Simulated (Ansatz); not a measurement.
## Relaxation of Si16BC15

Level of theory: Ansatz 0.2.0, DFT r2SCAN, scalar-relativistic, plane waves, PAW. Run with 500 eV cutoff, 2×2×2 k-mesh, Gaussian smearing of 0.01 eV, no spin polarisation.

What was changed: B on a C site (Wyckoff letter b), charge -1, atoms relaxed at the host's cell.

In a supercell of 32 atoms the defect feels its periodic images.

Spin polarisation was left out.

Command:

```bash
ansatz run input.yaml --threads 8 --pin off --max-ram 20480MiB --backend cpu --events-out ev --progress --plain --runs-dir out
```

Input:

```yaml
crystal:
  lattice:
    - [6.1551186199, -5.8e-09, 0.0]
    - [-3.077559315, -5.3304890853, 0.0]
    - [0.0, 0.0, -10.0767692094]
  atoms:
    - { symbol: Si, position: [0.1644764975, 0.336462185, 0.0569344099] }
    - { symbol: Si, position: [0.666707871, 0.3346833331, 0.0611348903] }
    - { symbol: Si, position: [0.1649516927, 0.8328917667, 0.0611555003] }
    - { symbol: Si, position: [0.666711011, 0.8328799941, 0.0611389578] }
    - { symbol: Si, position: [0.8322546014, 0.1664435212, 0.563345054] }
    - { symbol: Si, position: [0.3331480367, 0.1664817466, 0.5633473054] }
    - { symbol: Si, position: [0.8328896047, 0.6667644272, 0.5659849556] }
    - { symbol: Si, position: [0.3331671733, 0.6673431203, 0.5633400669] }
    - { symbol: Si, position: [-0.0114048093, -0.0062026817, 0.3175814104] }
    - { symbol: Si, position: [0.4995618509, 8.23231e-05, 0.3125689133] }
    - { symbol: Si, position: [-0.005708603, 0.5021232113, 0.3162765586] }
    - { symbol: Si, position: [0.5114789531, 0.5042035349, 0.3178812877] }
    - { symbol: Si, position: [-0.0011813644, 0.500769543, 0.8113186612] }
    - { symbol: Si, position: [0.5007344063, 0.5007512005, 0.8113184356] }
    - { symbol: Si, position: [-0.0011996055, 0.9988173676, 0.8113274385] }
    - { symbol: Si, position: [0.4994508392, 1.0001261199, 0.8127381741] }
    - { symbol: B, position: [0.1672816185, 0.3314916482, 0.2495083986] }
    - { symbol: C, position: [0.6661576865, 0.3332893489, 0.2500969033] }
    - { symbol: C, position: [0.1663784681, 0.8334725682, 0.2501043369] }
    - { symbol: C, position: [0.6661570666, 0.8334733815, 0.2500968499] }
    - { symbol: C, position: [0.8323085375, 0.1665361205, 0.750635188] }
    - { symbol: C, position: [0.3330299199, 0.1665566408, 0.7506385495] }
    - { symbol: C, position: [0.8327887428, 0.6667819626, 0.7504646343] }
    - { symbol: C, position: [0.3330624376, 0.6672684955, 0.7506305505] }
    - { symbol: C, position: [0.4995357501, 9.19862e-05, 0.4996833688] }
    - { symbol: C, position: [-0.0017444035, -0.0024234597, 0.5030287197] }
    - { symbol: C, position: [0.5021019972, 0.5013732181, 0.5030382802] }
    - { symbol: C, position: [-0.0017145775, 0.5013260742, 0.5030433298] }
    - { symbol: C, position: [0.5021480305, 0.5015049306, 0.9966572552] }
    - { symbol: C, position: [-0.0018837165, 0.5015057574, 0.9966677461] }
    - { symbol: C, position: [0.4994748683, 1.0001633828, 1.00039415] }
    - { symbol: C, position: [-0.0019146634, 0.9974156397, 0.996681637] }
  host:
    lattice:
      - [3.07755931, -2.9e-09, 0.0]
      - [-1.5387796525, 2.6652445455, 0.0]
      - [0.0, 0.0, 10.0767692094]
    atoms:
      - { symbol: Si, position: [0.6666666667, 0.3333333333, 0.9378376191] }
      - { symbol: Si, position: [0.3333333333, 0.6666666667, 0.4378376191] }
      - { symbol: Si, position: [0.0, 0.0, 0.6878931826] }
      - { symbol: Si, position: [0.0, 0.0, 0.1878931826] }
      - { symbol: C, position: [0.6666666667, 0.3333333333, 0.7498040047] }
      - { symbol: C, position: [0.3333333333, 0.6666666667, 0.2498040047] }
      - { symbol: C, position: [0.0, 0.0, 0.5004641937] }
      - { symbol: C, position: [0.0, 0.0, 0.0004641937] }
total_charge: -1
basis:
  ecutwfc: 500
  xc_grid: 3
kpoints:
  mp_grid: { grid: [2, 2, 2], shift: [0.0, 0.0, 0.0] }
hamiltonian:
  xc: r2scan
scf:
  occupations: { method: gaussian, width: 0.01 }
output:
  forces: true
  stress: false
  eigenvalues: true
  charged_corrections:
    defect_position: [0.16666667, 0.33333333, 0.250196]
    epsilon: [[9.7536, 0.0, 0.0], [0.0, 9.7536, 0.0], [0.0, 0.0, 10.372]]
  write_density: true
  write_potential: true
  elf: true
  volumetric_format: npy
relax:
  adjacent_minimum: "off"
  f_tol: 0.025
  max_steps: 45
```

F is the free energy.

Steps:

```
step F − F(1) (eV) largest force component (eV/Å)
   1         0.0000                           1.810
   2        -0.3154                           0.527
   3        -0.3474                           0.082
   4        -0.3487                           0.024
```

Relaxed structure:

```cif
data_structure
_symmetry_space_group_name_H-M 'P 1'
_symmetry_Int_Tables_number 1
_cell_length_a 6.1551
_cell_length_b 6.1551
_cell_length_c 10.0768
_cell_angle_alpha 90.000
_cell_angle_beta 90.000
_cell_angle_gamma 120.000
_cell_volume 330.62
loop_
_atom_site_label
_atom_site_type_symbol
_atom_site_fract_x
_atom_site_fract_y
_atom_site_fract_z
_atom_site_occupancy
Si1 Si 0.16598 0.33347 0.06157 1
Si2 Si 0.66689 0.33525 0.06347 1
Si3 Si 0.16424 0.83260 0.06347 1
Si4 Si 0.66685 0.83258 0.06347 1
Si5 Si 0.83321 0.16705 0.56187 1
Si6 Si 0.33242 0.16706 0.56188 1
Si7 Si 0.83269 0.66680 0.56442 1
Si8 Si 0.33244 0.66631 0.56188 1
Si9 Si 0.99904 0.99949 0.31285 1
Si10 Si 0.49936 0.00013 0.31027 1
Si11 Si 0.99911 0.50047 0.31286 1
Si12 Si 0.50000 0.50044 0.31285 1
Si13 Si 0.99869 0.50081 0.81231 1
Si14 Si 0.50065 0.50080 0.81231 1
Si15 Si 0.99869 0.99883 0.81231 1
Si16 Si 0.49934 0.00016 0.81330 1
B1 B 0.16604 0.33343 0.25156 1
C1 C 0.66697 0.33526 0.25122 1
C2 C 0.16427 0.83258 0.25120 1
C3 C 0.66690 0.83256 0.25121 1
C4 C 0.83225 0.16659 0.75059 1
C5 C 0.33290 0.16660 0.75059 1
C6 C 0.83267 0.66681 0.75067 1
C7 C 0.33290 0.66727 0.75059 1
C8 C 0.49936 0.00015 0.49934 1
C9 C 0.99788 0.99717 0.50263 1
C10 C 0.50230 0.50161 0.50264 1
C11 C 0.99789 0.50162 0.50264 1
C12 C 0.50126 0.50111 0.99734 1
C13 C 0.99837 0.50112 0.99734 1
C14 C 0.49933 0.00016 0.00078 1
C15 C 0.99834 0.99818 0.99734 1
```

The run converged. It took 32 s on 8 threads of Intel(R) Xeon(R) Platinum 8259CL CPU @ 2.50GHz (Skylake/Cascade Lake) (shared host), peak memory 2.3 GiB.